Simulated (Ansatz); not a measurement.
Nb, DFT, PBEsol, all-electron LAPW, scalar-relativistic (Ansatz 0.2.0), run on 1 thread of Arm Neoverse V2 on a shared host.

The geometry is COD entry 1534903, unchecked; take it as a test cell. The listed cell was then made from it by scaling, straining or moving an atom.

Command: `ansatz run input.yaml --threads 1 --pin off --max-ram 3072MiB --backend cpu --events-out ev --progress --plain --runs-dir out`

```yaml
crystal:
  lattice:
    - [0.0, 2.0791456158, 2.0791456158]
    - [2.0791456158, 0.0, 2.0791456158]
    - [2.0791456158, 2.0791456158, 0.0]
  atoms:
    - { symbol: Nb, position: [0.0, 0.0, 0.0] }
kpoints:
  mp_grid: { grid: [13, 13, 13] }
scf:
  occupations: { method: fermi_dirac, width: 0.08 }
hamiltonian:
  xc: pbesol
  pseudopotentials: { kind: all_electron, lapw: { basis_error: 0.00025 } }
output:
  forces: true
  stress: true
  eigenvalues: true
```

How large is the problem that the program sets up?

84 irreducible k-points, 169 plane waves at Γ, 19 bands.

Estimate the wall time and the peak memory.

6.3 s of wall time for 6 SCF iterations, with a peak of 0.28 GiB. Times on shared machines scatter by tens of per cent.

And the same cell and mesh by all-electron PAW (datasets made for this crystal), asked for forces, stress, eigenvalues, efg, on the same hardware?

3.8 s, peak memory 0.3 GiB.
